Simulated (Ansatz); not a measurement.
# Structure relaxation, Ga2O3

The start is a generated trial cell of Ga2O3 in the A-La2O3 structure type. The structure is fully relaxed (lattice and positions, P = 0) with PBEsol (plane waves to 420 eV, PAW, scalar-relativistic; Ansatz, a quantum-chemistry and plane-wave program). The first steps use a coarse 8×8×5 k-mesh.

The start:
```
Ga2O3
1.0
    3.23171     0.00000     0.00000
   -1.61585     2.79874     0.00000
    0.00000     0.00000     5.03549
Ga O
2 3
Direct
  0.33333   0.66667   0.24670
  0.66667   0.33333   0.75330
  0.00000   0.00000   0.00000
  0.33333   0.66667   0.64700
  0.66667   0.33333   0.35300
```

Problem. What pressure does the first self-consistent step give?

Solution. +10.1 GPa (positive: the cell is compressed).

Problem. Which atoms feel the largest initial force, and how large is it?

Solution. 1.30 eV/Å, on O4, O5 (atoms numbered as listed).

Problem. By how much does the energy per atom fall from start to end?

Solution. 0.26 eV/atom.

Problem. How does the volume per atom move from start to end?

Solution. +18.7 %, from 9.11 to 10.82 Å³/atom.

Problem. How do the shortest distances between atoms change?

Solution. The closest pairs of elements (up to four, under 3.6 Å), start → end: Ga–O 1.94 → 1.88 Å; O–O 2.38 → 2.74 Å; Ga–Ga 3.11 → 2.99 Å.

Problem. What band gap does the relaxed structure have at this level?

Solution. 2.47 eV, direct at Γ (no spin-orbit coupling).

Problem. Give the final cell and atomic positions.

Solution. 
Space group P-3m1 (No. 164); a = 2.9933 Å, b = 2.9933 Å, c = 6.9697 Å, α = 90.00°, β = 90.00°, γ = 120.00°

| atom | site | symmetry | x | y | z |
|---|---|---|---|---|---|
| Ga | 2d | 3m. | 0.3333 | 0.6667 | 0.2002 |
| O | 1a | -3m. | 0.0000 | 0.0000 | 0.0000 |
| O | 2d | 3m. | 0.6667 | 0.3333 | 0.3050 |

The space group stays P-3m1 (No. 164) (the run could not lower it), with 5 atoms in the primitive cell. Final values are on a 13×13×5 k-mesh of the relaxed cell. No spin polarisation in the result.

The run could not lose the symmetry of its start, so the end can be a saddle point.

The relaxed structure here is a generated cell of Ga2O3: the first start was made by placing the elements on the sites of a structure type, and the end was not matched to a known phase here, so it may be hypothetical. Known forms of Ga2O3 include space group No. 12, 167.
